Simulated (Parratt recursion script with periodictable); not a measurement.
# What roughness does to the fringe maxima of Ag on Si

| layer, from the top | thickness (Å) | density (g/cm³) | rms roughness of its top face (Å) | ρ (10⁻⁶ Å⁻²) | ρ″ (10⁻⁶ Å⁻²) |
|---|---|---|---|---|---|
| Ag | 600 | 9.326 | varied | 3.083 | 0.009165 |
| Si (substrate) | – | 2.313 | 1.9 | 2.059 | 2.358 × 10⁻⁵ |

ρ and ρ″ are the real and imaginary parts of the scattering length density. Vacuum lies above.

Densities are inputs, not measurements. They were set from computed cells of the Materials Project: Ag from entry mp-124 (Fm-3m, 10.363 g/cm³, taken at 90 %); Si from entry mp-149 (Fd-3m, 2.313 g/cm³). A layer's crystal structure does not enter its constants, only its composition and density.

Simulated, not measured: specular neutron reflectivity, Parratt recursion, Névot-Croce roughness, natural isotopes, no magnetic scattering (Parratt recursion script with periodictable 1.7.1).

Neutron wavelength 4.75 Å. Q is scanned from 0.004 to 0.2 Å⁻¹ in 600 evenly spaced points, and the curve is smoothed with a Gaussian of 0.001 Å⁻¹ full width. A maximum is a scan point above both neighbours; its place and height come from a parabola through R at the three points.

The table follows two fringe maxima, those next to orders 6.5 and 18.5 of m = (d/2π)(Q² − 16πρ)^½, through runs that differ in the roughness σ₁ of the film surface alone.

```
σ₁ (Å)  Q of the first (Å⁻¹)      R there  Q of the second (Å⁻¹)      R there
------  --------------------  -----------  ---------------------  -----------
0                     0.0688  1.20 × 10⁻⁴                 0.1940  1.81 × 10⁻⁶
1.7                   0.0688  1.19 × 10⁻⁴                 0.1940  1.66 × 10⁻⁶
4                     0.0688  1.14 × 10⁻⁴                 0.1940  1.16 × 10⁻⁶
10                    0.0688            ?                 0.1939            ?
```

Estimate the two heights for σ₁ = 10 Å.

At a maximum the amplitudes from the film's two faces add: R ≈ (|r₁|g₁ + |r₂|g₂A)². Here q₀ = Q, qⱼ = (Q² − 16πρⱼ)^½ (1 film, 2 substrate), |r₁| = |q₀² − q₁²|/(q₀ + q₁)², |r₂| = |q₁² − q₂²|/(q₁ + q₂)² with the numerators taken from the constants, g₁ = exp(−q₀q₁σ₁²/2), g₂ = exp(−q₁q₂σ₂²/2), and A = exp(−8πρ″₁d/q₁) for absorption in the film.

Check on a shown row, σ₁ = 4 Å, second maximum: q₀ = 0.1940, q₁ = 0.1936, q₂ = 0.1937 Å⁻¹; |r₁| = 0.00103, |r₂| = 3.43 × 10⁻⁴; g₁ = 0.740, g₂ = 0.935, A = 0.999; R ≈ 1.17 × 10⁻⁶ against 1.16 × 10⁻⁶ in the table.

- σ₁ = 10 Å, first maximum: q₀ = 0.0688, q₁ = 0.0677, q₂ = 0.0680 Å⁻¹; |r₁| = 0.00832, |r₂| = 0.00280; g₁ = 0.792, g₂ = 0.992, A = 0.998; R ≈ 8.76 × 10⁻⁵.
- σ₁ = 10 Å, second maximum: q₀ = 0.1939, q₁ = 0.1935, q₂ = 0.1936 Å⁻¹; |r₁| = 0.00103, |r₂| = 3.43 × 10⁻⁴; g₁ = 0.153, g₂ = 0.935, A = 0.999; R ≈ 2.28 × 10⁻⁷.

The run gave 8.54 × 10⁻⁵ and 2.25 × 10⁻⁷; the estimates are 1.03 and 1.01 times these.
